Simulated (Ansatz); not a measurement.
**Al₃H₂Cl: from a guess to a relaxed structure**

The calculation used DFT PBE, scalar-relativistic, plane waves, PAW in Ansatz. Cutoff 420 eV, Gaussian smearing, Γ-centred meshes. Cell and atoms relax first on a coarse mesh and then on a finer one. In between, the cell is made exact in the group found at 0.06 Å. In metals the finer mesh still leaves noise of several meV/atom or more. The steps can't lower the symmetry of their start. No spin polarisation.

A trial structure of Al₃H₂Cl was built thus: close-packed anion layers stacked ABC, with sites between them filled layer by layer (P-3m1, No. 164) (elements of the layers in order: H Cl H). The dimensions are guesses.

```cif
data_structure
_symmetry_space_group_name_H-M 'P-3m1'
_symmetry_Int_Tables_number 164
_cell_length_a 3.2693
_cell_length_b 3.2693
_cell_length_c 8.0606
_cell_angle_alpha 90.000
_cell_angle_beta 90.000
_cell_angle_gamma 120.000
_cell_volume 74.61
loop_
_atom_site_label
_atom_site_type_symbol
_atom_site_symmetry_multiplicity
_atom_site_Wyckoff_symbol
_atom_site_fract_x
_atom_site_fract_y
_atom_site_fract_z
_atom_site_occupancy
Al1 Al 2 d 0.33333 0.66667 0.80358 1
Al2 Al 1 b 0.00000 0.00000 0.50000 1
H1 H 2 d 0.66667 0.33333 0.65179 1
Cl1 Cl 1 a 0.00000 0.00000 0.00000 1
```

Formation energies are uncorrected and refer to the elements' standard structures at the same level (Cl₂, H₂ as molecules).

Question: Which structure results?

Answer: The symmetry stays P-3m1 (No. 164). The volume per atom grows by 4.1 %, from 12.4 to 12.9 Å³. The shortest distance goes from 2.25 Å (Al–H) to 1.85 Å (Al–H). The ratio c/a of the conventional cell changes by a factor of 1.13. The energy falls by about 0.44 eV/atom (the start's value is from the coarse mesh). The end is written in a standard setting, so origin, axes and order of atoms can differ from the start's. Conventional cell: a = 3.178 Å, c = 8.882 Å. Al on a site of symmetry 3m is surrounded by 3 H at 1.85 Å, 3 Al at 2.88 Å and 3 Cl at 2.88 Å; around Al on a site of symmetry -3m lie 6 Al at 2.88 Å, 6 H at 3.07 Å and 6 Al at 3.18 Å; H has 3 Al at 1.85 Å, 3 Cl at 2.70 Å and 3 Al at 3.07 Å; Cl has 6 H at 2.70 Å and 6 Al at 2.88 Å.

```xyz
6
Lattice="3.1776 0.0000 0.0000 -1.5888 2.7519 0.0000 0.0000 0.0000 8.8817" Properties=species:S:1:pos:R:3 pbc="T T T"
Al    0.0000    1.8346    6.6573
Al    1.5888    0.9173    2.2244
Al    0.0000    0.0000    4.4409
H     1.5888    0.9173    6.8978
H     0.0000    1.8346    1.9839
Cl    0.0000    0.0000    0.0000
```

Question: Give its energy and gap.

Answer: The formation energy is +0.05 eV/atom and the gap on the 12×12×4 mesh of the 6-atom cell is 0 eV (a metal).

The separate elements lie lower, so it is unstable against them.

The last run used Gaussian smearing of 0.10 eV. Weakly bound directions are ill-defined at this level, which has no dispersion term. With hydrogen, zero-point motion can shift formation energies by some tens of meV/atom. A structure relaxed within its symmetry needn't be a true minimum.
